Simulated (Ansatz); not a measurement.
Mo3Ir (Cu3Au type, Pm-3m) under volume change, plane-wave PAW PBE (Ansatz code), scaled uniformly.

| V (Å³/atom) | E − E(relaxed) (meV/atom) | P (GPa) |
|---|---|---|
| 14.060 | 127.0 | 31.83 |
| 14.523 | 53.2 | 19.46 |
| 14.987 | 12.6 | 8.94 |
| 15.450 | 0.0 | 0.00 |
| 15.914 | 11.3 | -7.61 |
| 16.377 | 42.9 | -14.09 |
| 16.841 | 91.9 | -19.58 |

What does a third-order Birch–Murnaghan fit give for V₀, B₀ and B′?

V₀ = 15.45 Å³/atom, B₀ = 274 GPa, B′ = 4.4.

The cell is a constructed one: a structure type filled with these elements; neither database checked (COD, Materials Project) lists it. Its standing as an ambient phase is unchecked. Symmetry was held in the PBE relaxation; its stability against distortions is not shown here. The run is not spin-polarised. Scalar-relativistic: spin–orbit coupling is off unless named, which matters more the heavier the elements.

Potentials: the earlier of the program's two PAW sets.
